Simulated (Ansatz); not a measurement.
Given:

Rh:
```
Rh
1.0
    0.00000     1.89994     1.89994
    1.89994     0.00000     1.89994
    1.89994     1.89994     0.00000
Rh
1
Direct
  0.00000   0.00000   0.00000
```

This is the r²SCAN-relaxed structure.

Q: All from r²SCAN in the plane-wave PAW code Ansatz, unless another level is named. Estimate the density of states at the Fermi level.

A: 1.2 states/eV per atom (mean over ±0.08 eV).

Q: Give the gap with spin–orbit coupling.

A: none (metallic).

Space group Fm-3m (fcc (Cu type)). The r²SCAN relaxation kept the symmetry of its start. No spin polarisation was allowed. Scalar-relativistic: spin–orbit coupling is off unless named, which matters more the heavier the elements.

Potentials: the later of the program's two PAW sets.
